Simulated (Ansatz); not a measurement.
This Mg₂Cd₃S₅ structure is the end of a relaxation. The cell was found from a structure generator's guess, not taken from experiment.

Level of theory: Ansatz 0.2.0, DFT PBE, scalar-relativistic, plane waves, PAW. Cutoff 420 eV, Γ-centred mesh, Gaussian smearing, no spin polarisation.

```
Mg Cd S
1.0
    -1.90838    1.90838   13.52882
     1.90838   -1.90838   13.52882
     1.90838    1.90838  -13.52882
Mg Cd S
2 3 5
Cartesian
  0.0000 0.0000 21.6016
  0.0000 0.0000 5.4560
  0.0000 0.0000 10.7524
  0.0000 0.0000 0.0000
  0.0000 0.0000 16.3052
  0.0000 0.0000 24.2515
  0.0000 0.0000 13.5288
  0.0000 0.0000 2.8061
  0.0000 0.0000 19.0194
  0.0000 0.0000 8.0383
```

The zero of energy is the elements' standard structures at the same level; no fitted shifts are applied.

Q: What space group does it have?

A: I4/mmm (No. 139), with Mg and Cd ordered on rock salt sites. Conventional cell: a = 3.817 Å, c = 27.058 Å. Mg has 6 S at 2.58–2.70 Å; around Cd on a site of symmetry 4mm lie 6 S at 2.70–2.78 Å; Cd on a site of symmetry 4/mmm has 6 S at 2.70–2.81 Å; S on a site of symmetry 4mm has 1 Mg at 2.65 Å and 5 Cd at 2.70–2.81 Å; 2 more sites not described.

Q: How far does it lie from the elements in energy?

A: −0.875 eV/atom. A negative formation energy is needed for stability but isn't enough: competing phases decide.

Q: Is it a metal?

A: No, the gap on the 10×10×10 mesh is 0.73 eV.

The last run used a 10×10×10 mesh for its 10-atom cell and Gaussian smearing of 0.02 eV. Kohn–Sham gaps at this level usually fall short of measured ones. The reference form of S is held partly by dispersion forces, which this level lacks. Symmetry constrained the relaxation, so the result can be a saddle point.
